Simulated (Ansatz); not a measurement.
Si:
Space group P4₃2₁2 (No. 96); a = 5.6712 Å, b = 5.6712 Å, c = 6.8495 Å, α = 90.00°, β = 90.00°, γ = 90.00°

```tsv
atom	site	symmetry	x	y	z
Si	4a	..2	0.0790	0.0790	0.0000
Si	8b	1	0.1647	0.3734	0.2362
```

Relaxed at zero pressure with DFT-r²SCAN in the program Ansatz with PAW potentials.

Q: The volume is lowered by 6 % and shape and atoms relax at that volume. What pressure results, and how do the axes share the change?

A: 5.6 GPa; a -1.6 %, b -1.6 %, c -2.9 %; the energy rises by 18 meV/atom.

Q: Give the new structure.

A: 
Space group P4₃2₁2 (No. 96); a = b = 5.581 Å, c = 6.649 Å, α = β = γ = 90.00°

```tsv
atom	site	symmetry	x	y	z
Si	4a	..2	0.0822	0.0822	0.0000
Si	8b	1	0.1668	0.3716	0.2458
```

The phase is kept; no other phase was compared at this pressure.

Space group P4_32_12. The start of the workflow was typed in or built on a structure type; neither database checked (COD, Materials Project) lists it. It is not the phase usual at ambient conditions (space group No. 227). The cell was relaxed with r²SCAN under the symmetry of its start; whether a distortion lowers the energy is not shown.

Potentials: the earlier of the program's two PAW sets.
